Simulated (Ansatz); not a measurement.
Question: Name crystals whose computed values (the program Ansatz at the LDA level (PAW)) fall in these windows: electron conductivity mass (mₑ) 0.15 to 0.18; gap (eV) 0.87 to 1.1.

Answer: 

| crystal | electron conductivity mass (mₑ) | gap (eV) |
|---|---|---|
| Ag2HgI4, I-4 (Hg on 2a, Ag on 2b, I on 8g, Ag on 2c) | 0.16 | 1.00 |
Others may fit too.

Standing as an ambient phase not checked: Ag2HgI4, I-4 (Hg on 2a, Ag on 2b, I on 8g, Ag on 2c). The cell was relaxed under the symmetry of its start. Rows with no word on spin ran without spin polarisation. Spin–orbit coupling is left out wherever it is not named.

Potentials: the later of the program's two PAW sets.
